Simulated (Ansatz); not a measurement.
Stress against strain in HfB

```xyz
2
Lattice="0.0000 2.3100 2.3100 2.3100 0.0000 2.3100 2.3100 2.3100 0.0000" Properties=species:S:1:pos:R:3 pbc="T T T"
Hf    2.3100    2.3100    2.3100
B     0.0000    0.0000    0.0000
```

Atoms are numbered in the order listed.

The cell comes from COD entry 1511179, which wasn't checked; take it as a given geometry.

Spin polarisation is left out, and whether a magnetic state lies lower isn't shown here.

No spin–orbit coupling, which matters for the heavy atoms here.

Computed with DFT, LDA, all-electron LAPW, scalar-relativistic in Ansatz 0.2.0.

Settings: a Γ-centred 15×15×15 k mesh, Fermi–Dirac smearing of 0.05 eV, basis error target 0.25 meV/atom, no spin polarisation.

The strain is applied along the Cartesian axes of the cell as listed (γ is the engineering shear, twice εxy = εyz = εzx). Fractional coordinates are held (clamped ions).

σ is the change of stress from the unstrained cell, which is at 18.26 GPa; tension is positive, so slopes are stress–strain coefficients at that pressure. In a metal the k mesh adds noise.

Only quantities that a quadratic follows smoothly over the whole series are listed; rougher ones are left out.

| γ | σxy (GPa) |
| --- | --- |
| -0.0200 | -1.26 |
| -0.0100 | -0.65 |
| 0.0000 | 0.00 |
| 0.0200 | 1.37 |

Question: Fit the series and read off the stiffness at zero strain.

Answer: Least-squares fits y = p0 + p1 x + p2 x² to the rows give σxy (GPa): p1 = 65.8, p2 = 140. So C44 (clamped ions) = 66 GPa.

Question: One run, at γ = 0.0100, is withheld. Predict its row.

Answer: The fits give 0.67; the run gave 0.67.
